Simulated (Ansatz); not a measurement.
Input and command of a plane-wave DFT calculation in Ansatz:

```yaml
crystal:
  lattice:
    - [7.060592, 0.523023, 0.204723]
    - [0.534486, 5.929632, -0.07619]
    - [0.230739, -0.07444, 6.358984]
  atoms:
    - { symbol: Ti, position: [0.5301690506, 0.2719947889, 0.7583591176] }
    - { symbol: Ti, position: [0.3077657382, 0.2169809841, 0.1322896681] }
    - { symbol: Ti, position: [0.590705066, 0.6589643565, 0.5136749011] }
    - { symbol: Ti, position: [0.2591079869, 0.6448964426, 0.4105451156] }
    - { symbol: Ti, position: [0.9741987519, 0.9843420213, 0.1265222384] }
    - { symbol: Ti, position: [0.1691994135, 0.5687894412, 0.9719353133] }
    - { symbol: Ti, position: [0.6909419657, 0.3697175485, 0.1065733813] }
    - { symbol: Ti, position: [0.8888766925, 0.8025956592, 0.708655296] }
    - { symbol: Ti, position: [0.5851227826, 0.824708267, 0.0130958672] }
    - { symbol: Ti, position: [0.9368280072, 0.2852178096, 0.7542408704] }
    - { symbol: Al, position: [0.9505918489, 0.4898040412, 0.338893331] }
    - { symbol: Al, position: [0.2664457838, 0.9191016991, 0.800619266] }
    - { symbol: Al, position: [0.2608390828, 0.1819006966, 0.5098372907] }
    - { symbol: Al, position: [0.6574681565, 0.0593900594, 0.3915164898] }
    - { symbol: C, position: [0.7568837157, 0.0632826821, 0.9041143333] }
    - { symbol: C, position: [0.0116469979, 0.3131184169, 0.062616598] }
    - { symbol: C, position: [0.6977813181, 0.5485694601, 0.8017826617] }
    - { symbol: C, position: [0.2776236958, 0.852999346, 0.1243513869] }
    - { symbol: C, position: [0.3973558035, 0.9084694034, 0.2984804677] }
    - { symbol: C, position: [0.4797950596, 0.3610854097, 0.4038252394] }
basis:
  ecutwfc: 420
kpoints:
  mp_grid: { grid: [5, 6, 5] }
hamiltonian:
  xc: pbesol
scf:
  occupations: { method: gaussian, width: 0.1 }
  n_extra_bands: 10
output:
  forces: true
  stress: true
  eigenvalues: true
  populations: true
  dos:
    method: { smearing: { sigma: 0.1, scheme: gaussian } }
    projected: true
    de: 0.02
  write_density: true
  write_potential: true
  elf: true
  volumetric_format: npy
```

```bash
ansatz run input.yaml --threads 2 --pin off --max-ram 5120MiB --backend cpu --events-out ev --progress --plain --runs-dir out
```

Processor: AMD EPYC (Zen 3), 2 threads, on a host shared with other jobs.

Problem. How long does it run, and how much memory does it take?

Solution. About 5.8 min on 2 threads of AMD EPYC (Zen 3) (shared host), peak memory 1.4 GiB. It solves 88 bands at 76 k points (the mesh reduced by the symmetry that the task leaves, which can be less than the crystal's) with about 5173 plane waves, in 9 SCF iterations.
